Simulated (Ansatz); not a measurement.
Relaxed Rh (fcc, Cu type):

```yaml
crystal:
  lattice:
    - [3.80000, 0.00000, 0.00000]
    - [0.00000, 3.80000, 0.00000]
    - [0.00000, 0.00000, 3.80000]
  atoms:
    - { symbol: Rh, position: [0.00000, 0.00000, 0.00000] }
    - { symbol: Rh, position: [0.50000, 0.50000, 0.00000] }
    - { symbol: Rh, position: [0.50000, 0.00000, 0.50000] }
    - { symbol: Rh, position: [0.00000, 0.50000, 0.50000] }
```

Scan: atom 1 (Rh, nearest neighbour Rh at 2.687 Å; its periodic images, 3.8 Å or more away, move with it) is displaced along Cartesian [110], direction (0.707, 0.707, 0.000) in Cartesian axes, by s. The other atoms stay.

Computed with r2SCAN (plane waves to 500 eV, PAW, scalar-relativistic; Ansatz, an electronic-structure program). k mesh 10×10×10 (Γ-centred), Fermi-Dirac smearing 0.05 eV. E stands for the smeared free energy. With partly filled bands, energies and forces of such displacements shift with the k mesh and the smearing. Rh is run without spin polarisation. Rh was relaxed with its symmetry unable to fall. The zero of ΔE is the undisplaced structure.

**Question.** Predict the ΔE (meV/cell) at s (Å) = -0.432, -0.324, -0.216, -0.108, 0.108, 0.216, 0.432, 0.540.

**Answer.** 
```csv
s (Å),ΔE (meV/cell)
-0.432,1248
-0.324,660
-0.216,280
-0.108,68
0.108,68
0.216,280
0.432,1248
0.540,2113
```

(For displaced atoms, the force is minus the slope of the energy, and its curvature is a force constant, which sets phonon frequencies.)
